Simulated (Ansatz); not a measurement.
This run works on a proposed trial structure, not on a known crystal.

Input and command of a plane-wave DFT calculation in Ansatz:

```yaml
crystal:
  lattice:
    - [3.0191248578, 0.0, 0.0]
    - [-1.5095624289, 2.6146388241, 0.0]
    - [0.0, 0.0, 7.897944048]
  atoms:
    - { symbol: V, position: [0.3333333333, 0.6666666667, 0.2583738944], spin: 1.44 }
    - { symbol: V, position: [0.6666666667, 0.3333333333, 0.7416261056], spin: 1.44 }
    - { symbol: Ge, position: [0.0, 0.0, 0.0] }
    - { symbol: O, position: [0.6666666667, 0.3333333333, 0.3485869213] }
    - { symbol: O, position: [0.3333333333, 0.6666666667, 0.6514130787] }
basis:
  ecutwfc: 420
kpoints:
  mp_grid: { grid: [12, 12, 4] }
hamiltonian:
  xc: pbe
scf:
  occupations: { method: gaussian, width: 0.1 }
output:
  forces: true
  stress: true
  eigenvalues: true
  populations: true
magnetization:
  spin_polarized: true
relax:
  adjacent_minimum: "off"
  f_tol: 0.01
  max_steps: 30
  cell: { stress_tol: 0.1, fix: [volume] }
```

```bash
ansatz run input.yaml --threads 1 --pin off --max-ram 2560MiB --backend cpu --events-out ev --progress --plain --runs-dir out
```

Processor: Intel(R) Xeon(R) Platinum 8259CL CPU @ 2.50GHz (Skylake/Cascade Lake), 1 thread, on a host shared with other jobs.

Task: How long does it run, and how much memory does it take?

Result: About 92 s, peak memory 0.57 GiB. It solves 33 bands at 69 k points (after reduction by symmetry) with about 1203 plane waves, in 51 SCF iterations over 5 ionic steps.
